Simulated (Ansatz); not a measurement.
Ti₂Sn:
```
CELL_PARAMETERS angstrom
      4.72972     0.00000     0.00000
     -2.36486     4.09606     0.00000
      0.00000     0.00000     5.62091
ATOMIC_POSITIONS crystal
  Ti 0.33333 0.66667 0.75000
  Ti 0.66667 0.33333 0.25000
  Sn 0.33333 0.66667 0.25000
  Sn 0.66667 0.33333 0.75000
  Ti 0.00000 0.00000 0.00000
  Ti 0.00000 0.00000 0.50000
```

Relaxed with r²SCAN.

Task: Map the electron localisation function on the plane through (0.333, 0.667, 0.750) spanned by u = [0, 0, 1] and v = [1, -1, 0] in lattice vectors, from plane-wave PAW r²SCAN (Ansatz code).

Result: x is the fraction of u, y of v (the angle between them is 90°; rows are the nearest grid lines); atoms in the plane: Ti at (0.00, 0.00), Ti at (0.50, 0.33), Sn at (0.50, 0.00), Sn at (0.00, 0.33), Ti at (0.25, 0.67), Ti at (0.75, 0.67).
```
y \ x   0.000  0.107  0.179  0.286  0.357  0.464  0.536  0.643  0.714  0.821  0.893   1.00
------  -----  -----  -----  -----  -----  -----  -----  -----  -----  -----  -----  -----
1.00    0.007  0.684  0.147  0.395  0.269  0.001  0.001  0.269  0.395  0.144  0.684  0.007
0.925   0.633  0.287  0.095  0.464  0.311  0.156  0.156  0.311  0.465  0.095  0.288  0.633
0.850   0.278  0.290  0.291  0.321  0.451  0.436  0.436  0.451  0.321  0.291  0.290  0.278
0.775   0.578  0.245  0.274  0.156  0.051  0.357  0.357  0.051  0.156  0.274  0.245  0.578
0.700   0.221  0.355  0.631  0.355  0.591  0.150  0.150  0.590  0.354  0.631  0.354  0.221
0.625   0.222  0.277  0.600  0.527  0.618  0.178  0.178  0.617  0.527  0.600  0.276  0.222
0.550   0.454  0.108  0.052  0.213  0.211  0.560  0.560  0.211  0.213  0.052  0.108  0.454
0.450   0.299  0.347  0.477  0.304  0.125  0.199  0.199  0.125  0.304  0.477  0.347  0.299
0.375   0.008  0.195  0.332  0.180  0.295  0.479  0.479  0.294  0.180  0.332  0.195  0.008
0.300   0.003  0.171  0.328  0.175  0.353  0.377  0.377  0.350  0.174  0.328  0.171  0.003
0.225   0.304  0.321  0.468  0.317  0.087  0.224  0.224  0.087  0.317  0.468  0.321  0.304
0.150   0.179  0.244  0.377  0.494  0.468  0.369  0.369  0.468  0.494  0.377  0.244  0.179
0.0750  0.665  0.286  0.093  0.467  0.307  0.160  0.160  0.307  0.467  0.093  0.286  0.665
0.000   0.007  0.684  0.147  0.395  0.269  0.001  0.001  0.269  0.395  0.144  0.684  0.007
```

The density is the valence pseudo-density with augmentation charge, so density and ELF within about 1 Å of a nucleus are not all-electron values.

Space group P6_3/mmc. The workflow started from an entry of the Crystallography Open Database (COD). Whether it is the stable phase at ambient conditions was not checked. Symmetry was held in the r²SCAN relaxation; whether a distortion lowers the energy is not shown. No spin polarisation was allowed. Scalar-relativistic: spin–orbit coupling is off unless named, which matters more the heavier the elements.

Potentials: the later of the program's two PAW sets.
